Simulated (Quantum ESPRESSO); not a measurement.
```cif
data_H4K2O6P2S2
_chemical_formula_sum 'H4 O6 P2 S2 K2'
_space_group_name_H-M_alt 'Cm'
_space_group_IT_number 8
_space_group_name_Hall 'C -2y'
_cell_length_a 6.58394
_cell_length_b 6.37464
_cell_length_c 6.01697
_cell_angle_alpha 90.000
_cell_angle_beta 108.319
_cell_angle_gamma 90.000
loop_
_atom_site_label
_atom_site_type_symbol
_atom_site_symmetry_multiplicity
_atom_site_Wyckoff_symbol
_atom_site_fract_x
_atom_site_fract_y
_atom_site_fract_z
_atom_site_occupancy
H1 H 4 b 0.01833 0.18865 0.18892 1
O1 O 2 a 0.10708 0.00000 0.10396 1
O2 O 4 b 0.45675 0.19443 0.26954 1
P1 P 2 a 0.34486 0.00000 0.11121 1
S1 S 2 a 0.38481 0.00000 0.79799 1
K1 K 2 a 0.34726 0.50000 0.61191 1
```
(The calculation used a cell of 8 atoms; values per cell refer to that cell.)

The geometry is that of Materials Project entry mp-643033, symmetrised and not relaxed again.

Q: What does PBEsol (Quantum ESPRESSO, PseudoDojo norm-conserving, 84 Ry, without SOC) give for the electronic structure near the Fermi level?

A: The PBEsol gap is indirect, 4.41 eV, from 75 % of the way from I1 to Z to Γ; the smallest direct gap is 4.46 eV.
